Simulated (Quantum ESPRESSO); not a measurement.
## In2Pd3AuReTa (input and log of a self-consistent run)

A calculation, not a measurement. The program is pw.x of Quantum ESPRESSO 7.5 (plane-wave density functional theory). The cell is made up: eight metal atoms on a hexagonal close-packed lattice, with elements, volume, strain and displacements drawn at random and not relaxed, so it may be unstable or far from any real phase. PseudoDojo standard norm-conserving files set the functional (PBE unless stated); there is no spin polarisation or spin-orbit coupling, the Fermi-Dirac width of 0.25 eV means electrons at about 2900 K, and the masses in the input are unused placeholders. Heavy elements are run without spin-orbit coupling, which real alloys of them have. A spin test at this wide smearing found no moment, but such smearing suppresses magnetism that the real alloy may have.

Input:

```
&control calculation='scf', pseudo_dir='./dojo.nc.sr.pbe.v0_5.standard.upf', outdir='./o', disk_io='minimal', tprnfor=.true., tstress=.true. /
&system ibrav=0, nat=8, ntyp=5, nbnd=78, ecutwfc=82.02448710, nosym=.true., tot_charge=0,
 occupations='smearing', smearing='fd', degauss=0.0183746611
/
&electrons conv_thr=1.470e-08, electron_maxstep=70, mixing_beta=0.5 /
ATOMIC_SPECIES
Au 1.0 Au.upf
In 1.0 In.upf
Pd 1.0 Pd.upf
Re 1.0 Re.upf
Ta 1.0 Ta.upf
CELL_PARAMETERS angstrom
-2.8895 -0.0014 -0.0127
0.0024 4.9937 0.0177
1.402 -2.5295 -9.189
ATOMIC_POSITIONS angstrom
In 0.004 0.0528 -0.0364
Pd 0.0 1.6601 -2.2636
Au -0.0675 -0.0475 -4.5963
Pd -0.0259 1.66 -6.8558
Pd -1.4823 2.501 -0.0153
Re -1.4526 4.152 -2.2728
Ta -1.4511 2.4807 -4.5994
In -1.4637 -0.843 -6.9462
K_POINTS automatic
8 5 3 1 1 1
```

The log is shortened where brackets say so; the opening notice, blank lines, dates and the lines on written files are dropped, and the path of the files is cut. It prints rydbergs, bohrs and kilobars, and counts compression as positive stress. Its total energy is the free energy E - TS of the whole cell.

```
     Program PWSCF v.7.5
     Parallel version (MPI & OpenMP), running on       4 processor cores
     Number of MPI processes:                 4
     Threads/MPI process:                     1
     [start-up lines left out]
     bravais-lattice index     =            0
     lattice parameter (alat)  =       5.4604  a.u.
     unit-cell volume          =     894.4942 (a.u.)^3
     number of atoms/cell      =            8
     number of atomic types    =            5
     number of electrons       =       127.00
     number of Kohn-Sham states=           78
     kinetic-energy cutoff     =      82.0245  Ry
     charge density cutoff     =     328.0979  Ry
     scf convergence threshold =      1.5E-08
     mixing beta               =       0.5000
     number of iterations used =            8  plain     mixing
     Exchange-correlation= PBE
                           (   1   4   3   4   0   0   0)
     [axes and pseudopotential details left out]
   Cartesian axes
     site n.     atom                  positions (alat units)
         1        In     tau(   1) = (   0.0013843   0.0182729  -0.0125972  )
         2        Pd     tau(   2) = (   0.0000000   0.5745228  -0.7833805  )
         3        Au     tau(   3) = (  -0.0233602  -0.0164387  -1.5906749  )
         4        Pd     tau(   4) = (  -0.0089634   0.5744882  -2.3726364  )
         5        Pd     tau(   5) = (  -0.5129903   0.8655392  -0.0052950  )
         6        Re     tau(   6) = (  -0.5027118   1.4369128  -0.7865644  )
         7        Ta     tau(   7) = (  -0.5021927   0.8585138  -1.5917477  )
         8        In     tau(   8) = (  -0.5065533  -0.2917431  -2.4039218  )
     number of k points=    60  Fermi-Dirac smearing, width (Ry)=  0.0184
                       cart. coord. in units 2pi/alat
        k(    1) = (  -0.0621864   0.0581695  -0.0779098), wk =   0.0333333
        k(    2) = (  -0.0631077   0.0574267   0.1317909), wk =   0.0333333
     [further k points left out]
     Dense  grid:    89833 G-vectors     FFT dimensions: (  32,  60, 108)
     Estimated max dynamical RAM per process >     379.08 MB
     Estimated total dynamical RAM >       1.42 GB
     Initial potential from superposition of free atoms
     starting charge     126.9903, renormalised to     127.0000
     Starting wfcs are   75 randomized atomic wfcs +    3 random wfcs
     total cpu time spent up to now is        6.3 secs
     per-process dynamical memory:   301.9 Mb
     Self-consistent Calculation
     iteration #  1     ecut=    82.02 Ry     beta= 0.50
     Davidson diagonalization with overlap
     ethr =  1.00E-02,  avg # of iterations =  3.0
     total cpu time spent up to now is       23.5 secs
     total energy              =   -1672.43028222 Ry
     estimated scf accuracy    <      10.63731306 Ry
     iteration #  2     ecut=    82.02 Ry     beta= 0.50
     Davidson diagonalization with overlap
     ethr =  8.38E-03,  avg # of iterations =  3.4
     total cpu time spent up to now is       44.0 secs
     total energy              =   -1672.15398861 Ry
     estimated scf accuracy    <      82.48561046 Ry
     iteration #  3     ecut=    82.02 Ry     beta= 0.50
     Davidson diagonalization with overlap
     ethr =  8.38E-03,  avg # of iterations =  4.7
     total cpu time spent up to now is       65.7 secs
     total energy              =   -1678.21537495 Ry
     estimated scf accuracy    <      10.44300071 Ry
     iteration #  4     ecut=    82.02 Ry     beta= 0.50
     Davidson diagonalization with overlap
     ethr =  8.22E-03,  avg # of iterations =  2.0
     total cpu time spent up to now is       82.4 secs
     total energy              =   -1678.97047598 Ry
     estimated scf accuracy    <       2.23678101 Ry
     iteration #  5     ecut=    82.02 Ry     beta= 0.50
     Davidson diagonalization with overlap
     ethr =  1.76E-03,  avg # of iterations =  1.6
     total cpu time spent up to now is       98.5 secs
     total energy              =   -1678.92824848 Ry
     estimated scf accuracy    <       1.57821766 Ry
     [iterations 6 to 13 left out]
     iteration # 14     ecut=    82.02 Ry     beta= 0.50
     Davidson diagonalization with overlap
     ethr =  1.26E-08,  avg # of iterations =  2.0
     total cpu time spent up to now is      247.1 secs
     total energy              =   -1678.98769139 Ry
     estimated scf accuracy    <       0.00000797 Ry
     iteration # 15     ecut=    82.02 Ry     beta= 0.50
     Davidson diagonalization with overlap
     ethr =  6.28E-09,  avg # of iterations =  1.6
     total cpu time spent up to now is      262.2 secs
     total energy              =   -1678.98769212 Ry
     estimated scf accuracy    <       0.00000020 Ry
     iteration # 16     ecut=    82.02 Ry     beta= 0.50
     Davidson diagonalization with overlap
     ethr =  1.54E-10,  avg # of iterations =  5.0
     total cpu time spent up to now is      281.9 secs
     total energy              =   -1678.98769211 Ry
     estimated scf accuracy    <       0.00000122 Ry
     iteration # 17     ecut=    82.02 Ry     beta= 0.50
     Davidson diagonalization with overlap
     ethr =  1.54E-10,  avg # of iterations =  2.0
     total cpu time spent up to now is      297.8 secs
     total energy              =   -1678.98769219 Ry
     estimated scf accuracy    <       0.00000006 Ry
     iteration # 18     ecut=    82.02 Ry     beta= 0.50
     Davidson diagonalization with overlap
     ethr =  4.50E-11,  avg # of iterations =  1.0
     total cpu time spent up to now is      312.6 secs
     End of self-consistent calculation
     [lines on levels left out]
!    total energy              =   -1678.98769219 Ry
     estimated scf accuracy    <          3.9E-09 Ry
     smearing contrib. (-TS)   =      -0.07985441 Ry
     internal energy E=F+TS    =   -1678.90783777 Ry
     The total energy is F=E-TS. E is the sum of the following terms:
     one-electron contribution =    -444.58376770 Ry
     hartree contribution      =     310.73284363 Ry
     xc contribution           =    -323.80768730 Ry
     ewald contribution        =   -1221.24922640 Ry
     convergence has been achieved in  18 iterations
     Forces acting on atoms (cartesian axes, Ry/au):
     atom    1 type  2   force =    -0.00355231   -0.03578637   -0.00426252
     atom    2 type  3   force =    -0.00204642    0.01145513   -0.04549410
     atom    3 type  1   force =     0.00958702    0.01868859    0.03574397
     atom    4 type  3   force =     0.00203875    0.00470312   -0.01092106
     atom    5 type  3   force =     0.00522917    0.01617269    0.00215067
     atom    6 type  4   force =    -0.00079960   -0.03488248   -0.06001657
     atom    7 type  5   force =    -0.00609976   -0.01400383    0.08590342
     atom    8 type  2   force =    -0.00435686    0.03365317   -0.00310383
     Total force =     0.138808     Total SCF correction =     0.000361
     Computing stress (Cartesian axis) and pressure
          total   stress  (Ry/bohr**3)                   (kbar)     P=       58.46
   0.00030425   0.00001110  -0.00004167           44.76        1.63       -6.13
   0.00001110   0.00026301  -0.00003828            1.63       38.69       -5.63
  -0.00004167  -0.00003828   0.00062504           -6.13       -5.63       91.95
     init_run     :      5.97s CPU      6.20s WALL (       1 calls)
     electrons    :    301.08s CPU    306.37s WALL (       1 calls)
     forces       :      2.12s CPU      2.14s WALL (       1 calls)
     stress       :      7.29s CPU      7.29s WALL (       1 calls)
     [timing details left out]
     PWSCF        :   5m16.54s CPU   5m22.16s WALL
     JOB DONE.
```

In other units: free energy -22843.791 eV for the cell, pressure 5.85 GPa, largest force component 2.209 eV/Å in size. The run took 324 s of wall time with four MPI processes on a shared machine (Intel Xeon, 2023 or later, virtual cores), so the time is rough. A rerun of this cell at a higher cutoff and on a denser mesh moved values by no more than 0.003 eV in energy, 0.09 GPa in stress and 0.007 eV/Å in force, and a second program with other atomic files agreed on that cell to 2 % rms in force and 0.5 GPa in pressure.